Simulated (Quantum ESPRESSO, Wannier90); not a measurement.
## Wannierisation of Cd$_{2}$Hg (I4/mmm)

Materials Project entry mp-11299; symmetrised, unrelaxed at this level. Not found in the COD (Crystallography Open Database) copy used; not checked further. Level: PBEsol, no spin polarisation, no spin-orbit coupling; pw.x of Quantum ESPRESSO at 82 Ry with PseudoDojo potentials, 4×4×4 k-points, Wannier90. Density: 12×12×12 mesh, cold smearing 0.01 Ry. Spin-orbit coupling is left out although heavy elements are present.

On the energy scale of pw.x, whose zero is arbitrary, the Fermi level lies at 13.93 eV.

Input w.win:

```
num_bands = 9
num_wann = 9
exclude_bands = 1-3,13-53
num_iter = 1000
conv_tol = 1.0e-6
conv_window = 4
write_hr = true
write_u_matrices = true
auto_projections = true
begin unit_cell_cart
ang
    4.0180500000    0.0000000000    0.0000000000
    0.0000000000    4.0180500000    0.0000000000
   -2.0090250000   -2.0090250000    4.2908700000
end unit_cell_cart
begin atoms_frac
Cd   0.3342100000  0.3342100000 -0.3315800000
Cd  -0.3342100000 -0.3342100000  0.3315800000
Hg   0.0000000000  0.0000000000  0.0000000000
end atoms_frac
mp_grid = 4 4 4
begin kpoints
0.0000000000 0.0000000000 0.0000000000
0.0000000000 0.0000000000 0.2500000000
0.0000000000 0.0000000000 0.5000000000
... (61 more lines: the 4x4x4 mesh through Gamma)
end kpoints
```

Input of pw2wannier90.x that gives the overlap and projection files (equivalent; here they were cut from one run over all bands):

```
&inputpp
  outdir = './out'
  prefix = 'pwscf'
  seedname = 'w'
  write_amn = .true.
  write_mmn = .true.
  atom_proj = .true.
  atom_proj_exclude = 1 5 6 7 8 9 10 11 15 16 17 18 19 20 21 25 26 27 28 29 30
/
```

Output w.wout (banner and timings cut):

```
                                    ------
                                    SYSTEM
                                    ------

                              Lattice Vectors (Ang)
                    a_1     4.018050   0.000000   0.000000
                    a_2     0.000000   4.018050   0.000000
                    a_3    -2.009025  -2.009025   4.290870

                   Unit Cell Volume:      69.27492  (Ang^3)

                        Reciprocal-Space Vectors (Ang^-1)
                    b_1     1.563740  -0.000000   0.732158
                    b_2    -0.000000   1.563740   0.732158
                    b_3     0.000000   0.000000   1.464315

 *----------------------------------------------------------------------------*
 |   Site       Fractional Coordinate          Cartesian Coordinate (Ang)     |
 +----------------------------------------------------------------------------+
 | cd   1   0.33421   0.33421  -0.33158   |    2.00902   2.00902  -1.42277    |
 | cd   2  -0.33421  -0.33421   0.33158   |   -2.00902  -2.00902   1.42277    |
 | hg   1   0.00000   0.00000   0.00000   |    0.00000   0.00000   0.00000    |
 *----------------------------------------------------------------------------*
                                ------------
                                K-POINT GRID
                                ------------

             Grid size =  4 x  4 x  4      Total points =   64

 *---------------------------------- MAIN ------------------------------------*
 |  Number of Wannier Functions               :                 9             |
 |  Number of Objective Wannier Functions     :                 9             |
 |  Number of input Bloch states              :                 9             |
 |  Output verbosity (1=low, 5=high)          :                 1             |
 |  Timing Level (1=low, 5=high)              :                 1             |
 |  Optimisation (0=memory, 3=speed)          :                 3             |
 |  Length Unit                               :               Ang             |
 |  Post-processing setup (write *.nnkp)      :                 F             |
 |  Using Gamma-only branch of algorithms     :                 F             |
 *----------------------------------------------------------------------------*
 *------------------------------- WANNIERISE ---------------------------------*
 |  Total number of iterations                :              1000             |
 |  Number of CG steps before reset           :                 5             |
 |  Trial step length for line search         :             2.000             |
 |  Convergence tolerence                     :         0.100E-05             |
 |  Convergence window                        :                 4             |
 |  Iterations between writing output         :                 1             |
 |  Iterations between backing up to disk     :               100             |
 |  Write r^2_nm to file                      :                 F             |
 |  Write xyz WF centres to file              :                 F             |
 |  Write on-site energies <0n|H|0n> to file  :                 F             |
 |  Use guiding centre to control phases      :                 F             |
 |  Use phases for initial projections        :                 F             |
 *----------------------------------------------------------------------------*
 *-------------------------------- PLOTTING ----------------------------------*
 |  Plotting Hamiltonian in WF basis          :                 T             |
 *----------------------------------------------------------------------------*

       ... (k-mesh section left out)

 Starting a new Wannier90 calculation ...

 Reading overlaps from w.mmn

 Reading projections from w.amn

 *------------------------------- WANNIERISE ---------------------------------*
 +--------------------------------------------------------------------+<-- CONV
 | Iter  Delta Spread     RMS Gradient      Spread (Ang^2)            |<-- CONV
 +--------------------------------------------------------------------+<-- CONV

 ------------------------------------------------------------------------------
 Initial State
  WF centre and spread    1  (  2.009025,  2.009025, -1.422718 )     0.29356128
  WF centre and spread    2  (  2.009025,  2.009025, -1.422810 )     0.29292260
  WF centre and spread    3  (  2.009025,  2.009025, -1.422810 )     0.29292260
  WF centre and spread    4  ( -2.009025, -2.009025,  1.422718 )     0.29356128
  WF centre and spread    5  ( -2.009025, -2.009025,  1.422810 )     0.29292260
  WF centre and spread    6  ( -2.009025, -2.009025,  1.422810 )     0.29292260
  WF centre and spread    7  ( -0.000000,  0.000000,  0.000000 )     0.33260933
  WF centre and spread    8  (  0.000000, -0.000000,  0.000000 )     0.33177528
  WF centre and spread    9  (  0.000000, -0.000000, -0.000000 )     0.33177528
  Sum of centres and spreads (  0.000000, -0.000000, -0.000000 )     2.75497285

      0     0.275E+01     0.0000000000        2.7549728488  <-- CONV
        O_D=      0.0000000 O_OD=      0.0015229 O_TOT=      2.7549728 <-- SPRD
 ------------------------------------------------------------------------------
      1    -0.174E-07     0.0000933338        2.7549728314  <-- CONV
        O_D=      0.0000000 O_OD=      0.0015229 O_TOT=      2.7549728 <-- SPRD
      2    -0.101E-09     0.0000102983        2.7549728313  <-- CONV
        O_D=      0.0000000 O_OD=      0.0015229 O_TOT=      2.7549728 <-- SPRD
      3    -0.439E-10     0.0000072443        2.7549728313  <-- CONV
        O_D=      0.0000000 O_OD=      0.0015229 O_TOT=      2.7549728 <-- SPRD
      4    -0.264E-11     0.0000024701        2.7549728313  <-- CONV
        O_D=      0.0000000 O_OD=      0.0015229 O_TOT=      2.7549728 <-- SPRD
             <<<     Delta < 1.000E-06  over  4 iterations     >>>
             <<< Wannierisation convergence criteria satisfied >>>
 Final State
  WF centre and spread    1  (  2.009025,  2.009025, -1.422718 )     0.29356120
  WF centre and spread    2  (  2.009025,  2.009025, -1.422810 )     0.29292259
  WF centre and spread    3  (  2.009025,  2.009025, -1.422810 )     0.29292259
  WF centre and spread    4  ( -2.009025, -2.009025,  1.422718 )     0.29356120
  WF centre and spread    5  ( -2.009025, -2.009025,  1.422810 )     0.29292259
  WF centre and spread    6  ( -2.009025, -2.009025,  1.422810 )     0.29292259
  WF centre and spread    7  ( -0.000000,  0.000000,  0.000000 )     0.33260947
  WF centre and spread    8  (  0.000000, -0.000000,  0.000000 )     0.33177530
  WF centre and spread    9  (  0.000000, -0.000000, -0.000000 )     0.33177530
  Sum of centres and spreads (  0.000000, -0.000000, -0.000000 )     2.75497283

         Spreads (Ang^2)       Omega I      =     2.753449925
        ================       Omega D      =     0.000000000
                               Omega OD     =     0.001522906
    Final Spread (Ang^2)       Omega Total  =     2.754972831
```
